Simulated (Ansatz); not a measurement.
HfO$_{2}$ (fluorite, Fm-3m) at seven volumes, r²SCAN in the plane-wave PAW code Ansatz, scaled uniformly. One row is withheld.

```csv
V (Å³/atom),P (GPa)
9.819,31.05
10.143,19.04
10.466,8.77
10.790,-0.03
11.114,-7.55
11.437,-13.99
11.761,?
```

Problem. Fit the shown pressures and predict the withheld one.

Solution. P = (3/2)B₀(x^(7/2) − x^(5/2))[1 + (3/4)(B′ − 4)(x − 1)] with x = (V₀/V)^(2/3). Least squares on the six rows gives V₀ = 10.789 Å³/atom, B₀ = 271 GPa, B′ = 4.16. At V = 11.761, x = 0.9441 and P = -19.54 GPa. The run itself gave -19.51 GPa.

This is a known high-temperature phase of the composition, computed here at zero pressure and temperature. The cell was relaxed with r²SCAN under the symmetry of its start. At this level the phase is dynamically unstable (imaginary phonons). No spin polarisation was allowed. Spin–orbit coupling is left out wherever it is not named.

Potentials: the earlier of the program's two PAW sets.
